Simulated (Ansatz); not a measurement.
Here is the system:

LaOF:
```
LaOF
1.0
    4.00104     0.00000     0.00000
    0.00000     4.00104     0.00000
    0.00000     0.00000     5.71191
La O F
2 2 2
Direct
  0.50000   0.00000   0.71801
  0.00000   0.50000   0.28199
  0.00000   0.00000   0.50000
  0.50000   0.50000   0.50000
  0.50000   0.50000   0.00000
  0.00000   0.00000   0.00000
```

This is the LDA-relaxed structure. x, y and z are the axes in which the lattice vectors are written.

All from plane-wave PAW LDA (Ansatz code), unless another level is named. Predict the bulk modulus (Birch–Murnaghan fit).

127 GPa.

Next, the elastic constants (relaxed ions, GPa)?

C11 = 205, C12 = 104, C13 = 80.9, C33 = 208, C44 = 46.2, C66 = 77.0.

Space group P4/nmm. The workflow started from a Materials Project entry (that database holds measured and hypothetical structures alike); the Crystallography Open Database copy checked does not list it. COD files the formula under space group No. 166, so this cell is another polymorph or a model. Whether it is the stable phase at ambient conditions was not checked. The LDA relaxation kept the symmetry of its start; phonons on a q-mesh show no instability. Spin–orbit coupling is left out wherever it is not named.

Potentials: the later of the program's two PAW sets.
